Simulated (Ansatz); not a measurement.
**HfW₂: input and output**

Input file of Ansatz 0.2.0:

```yaml
crystal:
  lattice:
    - [0.0, 3.818946, 3.818946]
    - [3.818946, 0.0, 3.818946]
    - [3.818946, 3.818946, 0.0]
  atoms:
    - { symbol: W, position: [0.625, 0.625, 0.625] }
    - { symbol: W, position: [0.125, 0.625, 0.625] }
    - { symbol: W, position: [0.625, 0.625, 0.125] }
    - { symbol: W, position: [0.625, 0.125, 0.625] }
    - { symbol: Hf, position: [0.0, 0.0, 0.0] }
    - { symbol: Hf, position: [0.25, 0.25, 0.25] }
  symmetry: { tolerance: 0.0003 }
kpoints:
  mp_grid: { grid: [6, 6, 6], shift: [0, 0, 0] }
  band_path:
    path:
      - [0.0, 0.0, 0.0]
      - [0.5, 0.0, 0.5]
      - [0.625, 0.25, 0.625]
      - [0.375, 0.375, 0.75]
      - [0.0, 0.0, 0.0]
      - [0.5, 0.5, 0.5]
      - [0.5, 0.25, 0.75]
      - [0.5, 0.0, 0.5]
    npoints: 8
magnetization:
  spin_polarized: false
scf:
  occupations: { method: cold, width: 0.0287 }
  lower_state_search: "off"
  max_iter: 200
hamiltonian:
  pseudopotentials: { kind: paw }
  xc: r2scan
basis:
  ecutwfc: 500
  fft_grid_basis: typed
output:
  forces: true
  stress: true
  eigenvalues: true
  bader: true
  populations: true
  elf: true
  write_potential: true
  volumetric_format: npy
  dos:
    e_range: [-12, 8]
    de: 0.05
    projected: { site_lists: { Hf: [Hf], W: [W] } }
checkpoint:
  read: saved_state
```

The run starts from an earlier solution of this cell. 

Output (shortened):

```
Pseudopotentials: kind: paw
Pseudopotential: W, paw, valence charge 14, recommended cutoff 500 eV (meta_gga), W.paw.azcp
Pseudopotential: Hf, paw, valence charge 26, recommended cutoff 500 eV (meta_gga), Hf.paw.azcp
Functional definition: r2SCAN
  exchange = r2scan_x(k0 = k0, k1 = k1, a1 = a1)
  correlation = r2scan_c
Crystal: 6 atoms, lattice volume = 111.394 Å³
Basis set: ecut = 500 eV, 2741 PW (Γ), exchange–correlation on 160×160×160 points (64 copies of the dense FFT grid, shifted against one another)
Bands: 65, of which v1, the nominal top of the filled ones, is band 54 counted from 1 (53 counted from 0)
Symmetry: 48 space group operations
Space group: Fd-3m (ITA 227), of the structure as read, at distance tolerance 1.4e-3 Å
k-points: 16 of 216
Initial density: read from a saved state, or passed on in memory by an earlier SCF of this step, an earlier step, the calling program or the single point that the run made first
Functional: x = r2scan, c = r2scan; τ floored in thin density (d = 2e-4 eV/Å³)
SCF iter   1: F=—  Δρ=1.23e-3  dr2=2.78e-3  dr2_τ=3.02e-3
SCF iter   2: F=—  S|Δr|=    0.00e0  Δρ=5.86e-4  dr2=2.78e-4  dr2_τ=1.34e-4
SCF iter   3: F=—  S|Δr|=    0.00e0  Δρ=2.05e-4  dr2=2.93e-5  dr2_τ=7.89e-6
SCF iter   4: F=—  S|Δr|=    0.00e0  Δρ=5.44e-5  dr2=5.55e-6  dr2_τ=6.31e-7
SCF iter   5: F=—  S|Δr|=    0.00e0  Δρ=2.71e-5  dr2=4.67e-7  dr2_τ=2.35e-7
SCF iter   6: F=—  S|Δr|=    0.00e0  Δρ=6.31e-6  dr2=1.20e-7  dr2_τ=9.43e-9
SCF iter   7: F=-73056.2614 eV  S|Δr|=    0.00e0  Δρ=2.07e-6  dr2=1.21e-8  dr2_τ=2.80e-10
Free energy (F): -73056.2614 eV
Harris-Foulkes:  -73056.2614 eV  (|F-HF|=1.02e-8)
Internal energy: -73056.2604 eV  (E = F + TS)
E sigma→0 (E₀):  -73056.2611 eV
Entropy (-TS):   -0.0010 eV (-0.172 meV/atom)
Fermi energy:    20.1318 eV
Step filling:    the computed levels leave a gap of 0.0195 eV = 0.7 smearing widths at the electron count; against every level under it full and every level over it empty, smearing changes F+E_penalty+E_count by +0.152 meV and its σ→0 estimate by +0.497 meV
--- Stress (GPa, compression-positive) ---
       -4.5949       0.0000       0.0000
        0.0000      -4.5949       0.0000
        0.0000       0.0000      -4.5949
  P = ⅓ Tr σ = -4.5949 GPa (-45.949 kbar)
```

Origin: a database entry at a rescaled volume.
